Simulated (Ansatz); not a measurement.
## Computed properties of In2TeO2

In₂TeO₂:
```cif
data_In2O2Te
_chemical_formula_sum 'In2 Te1 O2'
_space_group_name_H-M_alt 'P 1'
_space_group_IT_number 1
_cell_length_a 3.79728
_cell_length_b 3.79728
_cell_length_c 7.03936
_cell_angle_alpha 90.000
_cell_angle_beta 90.000
_cell_angle_gamma 120.000
loop_
_space_group_symop_operation_xyz
  'x, y, z'
loop_
_atom_site_label
_atom_site_type_symbol
_atom_site_fract_x
_atom_site_fract_y
_atom_site_fract_z
_atom_site_occupancy
In1 In 0.66667 0.33333 0.80709 1
In2 In 0.33333 0.66667 0.19291 1
Te1 Te 0.00000 0.00000 0.50000 1
O1 O 0.66667 0.33333 0.11958 1
O2 O 0.33333 0.66667 0.88042 1
```

Space group P-3m1 (No. 164); conventional cell a = b = 3.797 Å, c = 7.039 Å, α = β = 90.00°, γ = 120.00°.

Method: r²SCAN in the plane-wave PAW code Ansatz. The cell and atoms are relaxed at this level. Other levels are named where they apply.

**Cell and energy**

| Property | Value |
|---|---|
| Volume per atom | 17.58 Å³ |
| Density | 7.35 g/cm³ |
| Formation energy from the elements (no fitted shifts) | -1.08 eV/atom |

**Electronic structure**

| Property | Result |
|---|---|
| Electronic character | metallic (no gap) |
| Density of states at the Fermi level | 0.22 states/eV per atom (mean over ±0.08 eV) |
| Gap with spin–orbit coupling | none (metallic) |

**Mechanics**

| Quantity | Value |
|---|---|
| Bulk modulus (Birch–Murnaghan fit) | 995 kbar |
| Pressure derivative B′ | 5.3 |

**Charges**

| Property | Value |
|---|---|
| Bader charges | In +1.60, Te -0.66, O -1.27 e |

The start of the workflow was typed in or built on a structure type; neither database checked (COD, Materials Project) lists it. Whether it is the stable phase at ambient conditions was not checked. The cell was relaxed with r²SCAN under the symmetry of its start; whether a distortion lowers the energy is not shown. The references are the lowest solids computed at this level, not always the standard phases (solids in place of the gases). Scalar-relativistic: spin–orbit coupling is off unless named, which matters more the heavier the elements.

Potentials: the earlier of the program's two PAW sets.
